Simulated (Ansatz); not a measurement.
## SiO2 at a changed volume: Field gradients at the nuclei

The cell is an entry of the Crystallography Open Database (COD), relaxed with PBE at fixed cell and then changed (volume scaled by 1.02, ions relaxed).

```cif
data_SiO2
_symmetry_space_group_name_H-M 'P4_2/mnm'
_symmetry_Int_Tables_number 136
_cell_length_a 4.1943
_cell_length_b 4.1943
_cell_length_c 2.6821
_cell_angle_alpha 90.000
_cell_angle_beta 90.000
_cell_angle_gamma 90.000
loop_
_atom_site_label
_atom_site_type_symbol
_atom_site_symmetry_multiplicity
_atom_site_Wyckoff_symbol
_atom_site_fract_x
_atom_site_fract_y
_atom_site_fract_z
Si Si 2 a 0.0000 0.0000 0.0000
O O 4 f 0.3059 0.3059 0.0000
```

One atom of each set is listed.

All values are calculated (Ansatz; DFT, PBE, plane waves and PAW, scalar-relativistic, 420 eV cutoff, Γ-centred 7×7×11 k-points, Fermi–Dirac smearing 0.02 eV), not measured.

C_Q = eQV_zz/h, which is 24.18 MHz for Q = 1 b and V_zz = 10²¹ V/m²; η = (V_xx − V_yy)/V_zz.

17O: I = 5/2, Q = -25.58 mb. Quadrupole moments are those of Pyykkö's year-2017 table.

```
site  atoms          first shell  V_zz (10²¹ V/m²)     η  C_Q (MHz)
  Si      2   6 O at 1.77–1.81 Å              1.72  0.61          –
   O      4  3 Si at 1.77–1.81 Å            -11.26  0.16       6.96
```

At O V_zz stands upright on the plane through its three neighbours (within 1°).

Si has no stable isotope with a ground-state quadrupole moment in the table, so no C_Q is given.

At this changed cell the PBE pressure is 6 GPa.
